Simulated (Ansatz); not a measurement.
Phases of Sr at 36 GPa

Structure types of Sr are relaxed in primitive cells with their symmetry kept at 36 GPa, on PAW files; LAPW relaxes the small cells further and takes the PAW cell for the others (marked *). The enthalpy is E + pV at zero temperature, without zero-point motion. Only the types listed were tried, and differences under about 5 meV/atom are mesh noise. The real phase may be another.

Computed with Ansatz 0.2.0; functional PBEsol, scalar-relativistic. Settings: Fermi–Dirac smearing of 0.08 eV, no spin polarisation. Methods: LAPW: all electrons, basis error target 0.5 meV/atom; PAW: frozen-core files, cutoff 420 eV.

k meshes: fcc 15×15×15, bcc 15×15×15, hcp 14×14×8, dhcp 12×12×3, omega 7×7×10, simple hexagonal 15×15×14.

The PAW files were made under PBE.

```
      start type                   ends as           a, b, c (Å)  V (Å³/atom)  H − H(lowest), LAPW (meV/atom)
             fcc                fcc, Fm-3m   4.420, 4.420, 4.420        21.58                            59.8
             bcc                bcc, Im-3m   3.536, 3.536, 3.536        22.11                               ?
             hcp             hcp, P6_3/mmc   3.204, 3.204, 4.753        21.12                             0.0
           dhcp*            dhcp, P6_3/mmc  3.133, 3.133, 10.090        21.44                               ?
           omega             omega, P6/mmm   4.996, 4.996, 2.974        21.43                           101.2
simple hexagonal  simple hexagonal, P6/mmm   3.033, 3.033, 2.714        21.63                           114.8
```

Question: What belongs in the row "bcc", column "H − H(lowest), LAPW (meV/atom)"?

Answer: 68.3.

Question: What belongs in the row "dhcp*", column "H − H(lowest), LAPW (meV/atom)"?

Answer: 49.8.

Question: Split the lead of hcp over dhcp into energy and pV.

Answer: For dhcp less hcp: ΔE = -20.8 meV/atom, and p·ΔV = 36 GPa × +0.3143 Å³ × 6.242 meV/(GPa·Å³) = +70.6 meV/atom, together 49.8 meV/atom. hcp wins by its smaller volume, against the internal energy.
